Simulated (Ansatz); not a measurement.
The relaxed structure here is a generated cell of MoRu: the first start was made by placing the elements on the sites of a structure type, and the end was not matched to a known phase here, so it may be hypothetical.

A relaxed cell of MoRu (Pnma (No. 62)), relaxed on a k-mesh at least as fine as the one used below. All values below come from PBEsol (plane waves to 420 eV, PAW, scalar-relativistic; Ansatz, a first-principles code). Γ-centred k-mesh 4×12×7 on the run's cell (coarser than for final values), Fermi–Dirac smearing 0.05 eV.

```yaml
crystal:
  lattice:
    - [9.81100, 0.00000, 0.00000]
    - [0.00000, 2.72493, 0.00000]
    - [0.00000, 0.00000, 4.48882]
  atoms:
    - { symbol: Mo, position: [0.84583, 0.75000, 0.88415] }
    - { symbol: Mo, position: [0.34583, 0.75000, 0.61585] }
    - { symbol: Mo, position: [0.15417, 0.25000, 0.11585] }
    - { symbol: Mo, position: [0.65417, 0.25000, 0.38415] }
    - { symbol: Ru, position: [0.59815, 0.75000, 0.87260] }
    - { symbol: Ru, position: [0.09815, 0.75000, 0.62740] }
    - { symbol: Ru, position: [0.40185, 0.25000, 0.12740] }
    - { symbol: Ru, position: [0.90185, 0.25000, 0.37260] }
```

The atoms are displaced by (Å):

| atom | ux | uy | uz |
|---|---|---|---|
| Mo1 | -0.003 | -0.066 | -0.028 |
| Mo2 | 0.053 | 0.062 | -0.145 |
| Mo3 | -0.030 | -0.149 | -0.035 |
| Mo4 | 0.024 | -0.052 | 0.004 |
| Ru5 | 0.135 | -0.022 | -0.007 |
| Ru6 | -0.059 | -0.181 | -0.137 |
| Ru7 | 0.054 | -0.030 | -0.056 |
| Ru8 | 0.099 | 0.109 | 0.009 |

Q: What forces (eV/Å) and pressure result?

A: 
```tsv
atom	Fx	Fy	Fz
Mo1	1.05	0.22	0.34
Mo2	-0.23	-0.09	0.89
Mo3	0.72	0.02	-1.04
Mo4	-0.17	-0.08	-0.26
Ru5	-1.70	0.06	0.22
Ru6	2.49	1.52	1.83
Ru7	0.14	0.16	-0.74
Ru8	-2.31	-1.80	-1.25
```

Pressure +3.1 GPa.

Q: Estimate the energy cost of the displacement in the harmonic approximation and compare with the calculation.

A: For a harmonic well ΔE = −½ Σ F·u = 0.729 eV a cell, or 91 meV/atom. The calculated energy relative to the undisplaced cell is +0.07 eV/atom, so anharmonic terms matter at this amplitude.

The undisplaced cell is probably no minimum: from this displacement the run went on to Pmn2₁ (No. 31), 0.27 eV/atom below it.

No spin polarisation in the result.
